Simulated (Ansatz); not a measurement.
**Moving the Hubbard U on Hf d, Pd d in Hf2Pd2Se2Br2O3**

```
Hf Pd Se Br O
1.0
     5.75899    0.00000    0.00000
    -2.87949    4.98743    0.00000
     0.00000    0.00000    8.52547
Hf Pd Se Br O
2 2 2 2 3
Cartesian
  0.0000 3.3250 4.6209
  2.8795 1.6625 4.6209
  0.0000 3.3250 1.0981
  2.8795 1.6625 1.0981
  0.0000 3.3250 7.2954
  2.8795 1.6625 7.2954
  0.0000 0.0000 1.1846
  0.0000 0.0000 5.5743
  2.8795 0.0000 3.6628
  -1.4397 2.4937 3.6628
  1.4397 2.4937 3.6628
```

The cell comes from a database or a generator and needn't be the stable form of this composition.

Kept alike: task projected density of states; functional PBE; k mesh 6 × 6 × 3; occupations fermi-dirac, width 0.05 eV; no spin polarisation. Program: Ansatz, Ansatz PAW, cutoff 420 eV. The mesh is that of the run's cell of 11 atoms. No spin-orbit coupling.

| run | pressure (GPa) |
| --- | --- |
| A | 2.87 |
| B | 0.71 |
| C | 4.24 |
| D | 1.70 |

Pressure is positive in compression, with a Pulay correction for the finite cutoff. U acts here on a shell without spin polarisation. For a metal such a mesh leaves the last digits unconverged. How U acts hangs on the program's projectors. U is the effective U - J on orthogonalised atomic projectors. Double counting: fully localised limit (the default).

Task: The runs differ in the Hubbard U on Hf d, Pd d alone: 2; 4; 6; 8 eV. Which run is which?

Result: Run A is 6 eV; run B is 2 eV; run C is 8 eV; run D is 4 eV. The pressure rises from 0.71 to 4.24 GPa between 2 and 8 eV. U localises the shell and weakens its bonds, so the cell pushes outwards.
